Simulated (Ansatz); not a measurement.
YTiGe:
```
YTiGe
1.0
   -2.03318     2.03318     7.63929
    2.03318    -2.03318     7.63929
    2.03318     2.03318    -7.63929
Ge Ti Y
2 2 2
Cartesian
  0.00000   0.00000   1.86306
  0.00000   0.00000  13.41553
  0.00000   2.03318   0.00000
  2.03318   0.00000   0.00000
  0.00000   0.00000   4.99440
  0.00000   0.00000  10.28419
```

Relaxed with r²SCAN. Special points in fractions of this cell's reciprocal vectors: Γ (0.000, 0.000, 0.000); X (0.000, 0.000, 0.500); P (0.250, 0.250, 0.250); N (0.000, 0.500, 0.000); M (0.500, 0.500, -0.500); S (0.268, 0.732, -0.268); S0 (-0.268, 0.268, 0.268); R (-0.035, 0.035, 0.500); G (0.500, 0.500, -0.035).

List the band energies nearest the Fermi level at these points for DFT-r²SCAN in the program Ansatz with PAW potentials.

In eV from the Fermi level; about four levels below and three above (degenerate sets whole), none deeper than 8.9 eV; points with the same levels are listed once.

```
k                    below                     above
-  -----------------------  ------------------------
Γ  -0.41 -0.41 -0.09 -0.03  1.45 1.45 2.80 2.80 2.80
X  -1.05 -0.51 -0.21 -0.21            0.01 0.15 1.78
P  -1.09 -0.38 -0.38 -0.19       0.10 0.10 1.82 1.82
N  -1.72 -1.50 -1.24 -0.13            0.20 0.36 0.54
M  -0.97 -0.82 -0.14 -0.14       0.22 1.02 1.91 1.91
S  -1.54 -1.47 -1.26 -0.14            0.12 0.37 0.62
R  -1.02 -0.50 -0.23 -0.22            0.03 0.17 1.79
```

Space group I4/mmm. The workflow started from an entry of the Crystallography Open Database (COD), which files this formula under 2 space groups. Whether it is the stable phase at ambient conditions was not checked. The cell was relaxed with r²SCAN under the symmetry of its start; whether a distortion lowers the energy is not shown. No spin polarisation was allowed. Spin–orbit coupling is left out wherever it is not named.

Potentials: the later of the program's two PAW sets.
